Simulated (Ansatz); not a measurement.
# Structure search: one MgCuC4N4 candidate

All numbers below come from DFT PBE, scalar-relativistic, plane waves, PAW in Ansatz. Cutoff 420 eV, Gaussian smearing, Γ-centred meshes. Cell and atoms relax on a converged mesh. In metals the finer mesh still leaves noise of several meV/atom or more. The steps can't lower the symmetry of their start. Collinear spin, starting moments Cu 1.0 μB.

Recipe of this trial structure of MgCuC4N4: two interpenetrating cyanide-bridged diamond nets (P-43m, No. 215). The dimensions are guesses.

```yaml
crystal:
  lattice:
    - [5.96056, 0.00000, 0.00000]
    - [0.00000, 5.96056, 0.00000]
    - [0.00000, 0.00000, 5.96056]
  atoms:
    - { symbol: Mg, position: [0.50000, 0.50000, 0.50000] }
    - { symbol: Cu, position: [0.00000, 0.00000, 0.00000] }
    - { symbol: C, position: [0.18568, 0.18568, 0.18568] }
    - { symbol: C, position: [0.18568, 0.81432, 0.81432] }
    - { symbol: C, position: [0.81432, 0.18568, 0.81432] }
    - { symbol: C, position: [0.81432, 0.81432, 0.18568] }
    - { symbol: N, position: [0.29901, 0.29901, 0.29901] }
    - { symbol: N, position: [0.29901, 0.70099, 0.70099] }
    - { symbol: N, position: [0.70099, 0.29901, 0.70099] }
    - { symbol: N, position: [0.70099, 0.70099, 0.29901] }
```

The zero of energy is the elements' standard structures at the same level (N₂ as a molecule); no fitted shifts are applied.

Problem. What does it relax into?

Solution. The symmetry stays P-43m (No. 215). The volume per atom stays near 21.2 Å³. The shortest distance stays 1.17 Å (C–N). Conventional cell: a = 5.964 Å. Mg is surrounded by 4 N at 2.05 Å; around Cu lie 4 C at 1.95 Å; around C lie 1 N at 1.17 Å and 1 Cu at 1.95 Å; N has 1 C at 1.17 Å and 1 Mg at 2.05 Å.

```
Mg Cu C N
1.0
     5.96374    0.00000    0.00000
     0.00000    5.96374    0.00000
     0.00000    0.00000    5.96374
Mg Cu C N
1 1 4 4
Direct
  0.50000 0.50000 0.50000
  0.00000 0.00000 0.00000
  0.18874 0.18874 0.18874
  0.18874 0.81126 0.81126
  0.81126 0.18874 0.81126
  0.81126 0.81126 0.18874
  0.30172 0.30172 0.30172
  0.30172 0.69828 0.69828
  0.69828 0.30172 0.69828
  0.69828 0.69828 0.30172
```

Problem. Give its energy and gap.

Solution.

| Property | Result |
| --- | --- |
| Formation energy | +0.23 eV/atom |
| Gap on the 6×6×6 mesh of the 10-atom cell | 0 eV (a metal) |
| Net moment per atom | 0.10 μB |
| Moment by site | Cu 0.5 μB |

The separate elements lie lower, so it is unstable against them.

The last run used collinear spin and Gaussian smearing of 0.10 eV. In such compounds of Cu a zero gap at this level may well be an artefact, since no Hubbard U is applied. The reference form of C is held partly by dispersion forces, which this level lacks. Another magnetic order may lie lower. Symmetry constrained the relaxation, so the result can be a saddle point. Site moments count only spheres around the atoms; the net moment includes the space between them.
